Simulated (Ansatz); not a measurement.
A plane-wave DFT run in Ansatz 0.2.0 (scalar-relativistic PAW potentials unless the input names others): input and command.

```yaml
crystal:
  lattice:
    - [5.9233307513, 0.0, 0.0]
    - [0.0, 5.9233307513, 0.0]
    - [0.0, 0.0, 8.7215112223]
  atoms:
    - { symbol: Na, position: [0.5, 0.5, 0.5] }
    - { symbol: "Y", position: [0.0, 0.0, 0.0] }
    - { symbol: Pb, position: [0.5, 0.0, 0.0] }
    - { symbol: Pb, position: [0.0, 0.5, 0.0] }
    - { symbol: Pb, position: [0.0, 0.0, 0.3363283844] }
    - { symbol: Pb, position: [0.0, 0.0, 0.6636716156] }
  symmetry: { detect: false }
basis:
  ecutwfc: 420
kpoints:
  mp_grid: { grid: [6, 6, 6] }
hamiltonian:
  xc: pbe
scf:
  occupations: { method: gaussian, width: 0.1 }
output:
  forces: true
  eigenvalues: true
  stress: true
```

```bash
ansatz run input.yaml --threads 1 --pin off --max-ram 2560MiB --backend cpu --events-out ev --progress --plain --runs-dir out
```

Abridged log:
```
Basis set: ecut = 420 eV, 5985 PW (Γ), exchange–correlation on 80×80×120 points (8 copies of the dense FFT grid, shifted against one another)
Bands: 46, of which v1, the nominal top of the filled ones, is band 38 counted from 1 (37 counted from 0)
Symmetry: 1 space group operations
k-points: 112 of 216 (time reversal used)
SCF iter   1: F=—  HF=-52958.490189 eV  |F-HF|=—  |Δ(HF+E_count)|=         —  Δρ=2.18e-3  dr2=3.83e-2  ethr=1.77e-3  ⟨swp⟩=6.9  Hψ=20356  notcnv=0  defer=1
SCF iter   2: F=—  HF=-52958.486642 eV  |F-HF|=—  |Δ(HF+E_count)|=   3.55e-3  Δρ=8.91e-4  dr2=5.16e-3  ethr=5.04e-5  ⟨swp⟩=2.2  Hψ=9775  notcnv=0  defer=57
SCF iter   3: F=—  HF=-52958.485848 eV  |F-HF|=—  |Δ(HF+E_count)|=   7.94e-4  Δρ=3.98e-4  dr2=7.51e-4  ethr=6.79e-6  ⟨swp⟩=2.0  Hψ=8911  notcnv=0  defer=57
SCF iter   4: F=—  HF=-52958.485677 eV  |F-HF|=—  |Δ(HF+E_count)|=   1.71e-4  Δρ=8.19e-5  dr2=3.11e-5  ethr=9.88e-7  ⟨swp⟩=2.0  Hψ=8283  notcnv=0  defer=57
SCF iter   5: F=—  HF=-52958.485602 eV  |F-HF|=—  |Δ(HF+E_count)|=   7.49e-5  Δρ=2.37e-5  dr2=2.58e-6  ethr=4.10e-8  ⟨swp⟩=2.0  Hψ=8315  notcnv=0  defer=57
SCF iter   6: F=—  HF=-52958.485603 eV  |F-HF|=—  |Δ(HF+E_count)|=   6.15e-7  Δρ=6.37e-6  dr2=1.32e-7  ethr=3.40e-9  ⟨swp⟩=2.0  Hψ=8299  notcnv=0  defer=55
SCF iter   7: F=-52958.485603 eV  HF=-52958.485603 eV  |F-HF|=4.02e-9  |Δ(HF+E_count)|=   1.58e-7  Δρ=1.28e-6  dr2=8.71e-9  ethr=1.32e-10  ⟨swp⟩=11.6  Hψ=22025  notcnv=0
SCF 1 converged in 7 iterations: F = -52958.485603 eV  dr2 = 8.71e-9
SCF converged after 7 iterations
Free energy (F): -52958.485603 eV
Harris-Foulkes:  -52958.485603 eV  (|F-HF|=4.02e-9)
Internal energy: -52958.472394 eV  (E = F + TS)
E sigma→0 (E₀):  -52958.478999 eV
Entropy (-TS):   -0.013209 eV (-2.201 meV/atom)
Fermi energy:    3.946872 eV
--- Forces (eV/Å), atoms counted from 1 ---
  atom   1  Na    -0.00000001     0.00000003    -0.00000001
  atom   2  Y     -0.00000006     0.00000005    -0.00000002
  atom   3  Pb    -0.00000004    -0.00000001     0.00000001
  atom   4  Pb     0.00000002     0.00000004    -0.00000004
  atom   5  Pb     0.00000013    -0.00000003     0.00263330
  atom   6  Pb    -0.00000011     0.00000006    -0.00263333
--- Stress (GPa, compression-positive) ---
       -0.009812       0.000000       0.000000
        0.000000      -0.009812       0.000000
        0.000000       0.000000      -0.001120
  P = ⅓ Tr σ = -0.0069 GPa (-0.069 kbar)
```

Apart from outputs, empty bands and the relaxation, which only the reference makes, the input differs from a reference run on usual settings in crystal.symmetry: not typed → {"detect": false}. The reference, at the same geometry, ended its own course with pressure -0.01 GPa, largest force 0.003 eV/Å, no gap on the mesh. This run converged in 7 SCF iterations with an energy at zero smearing within 0.01 meV/atom of the reference's, pressure -0.01 GPa, largest force 0.003 eV/Å, no gap on the mesh.

The run took 2 min on 1 thread of Arm Neoverse V1 (shared host), peak memory 1.2 GiB.